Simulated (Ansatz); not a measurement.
Each is relaxed and computed with r²SCAN in the plane-wave PAW code Ansatz. Which is the only one with a gap?
(A) EuFe2P2, I4/mmm (Eu on 2a, Fe on 4d, P on 4e)
(B) FeP, Pnma (Fe on 4c, P on 4c)
(C) Rb3FeF6, Fm-3m (Rb on 8c, Rb on 4b, Fe on 4a, F on 24e)
(D) CeFeSi, P4/nmm (Ce on 2c, Fe on 2a, Si on 2c)

C, Rb3FeF6, Fm-3m (Rb on 8c, Rb on 4b, Fe on 4a, F on 24e). Rb3FeF6: gap 2.76 eV (indirect); EuFe2P2: metal; FeP: metal; CeFeSi: metal. The 4f shell is in the valence, and the state reached may lie above the lowest one. Spin orders computed, not proven ground states: Rb3FeF6, Fm-3m (Rb on 8c, Rb on 4b, Fe on 4a, F on 24e) ferromagnetic; EuFe2P2, I4/mmm (Eu on 2a, Fe on 4d, P on 4e) ferromagnetic; FeP, Pnma (Fe on 4c, P on 4c) antiferromagnetic; CeFeSi, P4/nmm (Ce on 2c, Fe on 2a, Si on 2c) ferrimagnetic. Standing as an ambient phase not checked: Rb3FeF6, Fm-3m (Rb on 8c, Rb on 4b, Fe on 4a, F on 24e); EuFe2P2, I4/mmm (Eu on 2a, Fe on 4d, P on 4e); FeP, Pnma (Fe on 4c, P on 4c); CeFeSi, P4/nmm (Ce on 2c, Fe on 2a, Si on 2c). All cells were relaxed under the symmetry of their starts (and spin orders); stability against distortions was not tested throughout. Cells of antiferromagnets are given as chemical subcells. No Hubbard U is applied. Spin–orbit coupling is left out wherever it is not named.

Potentials: the later of the program's two PAW sets.
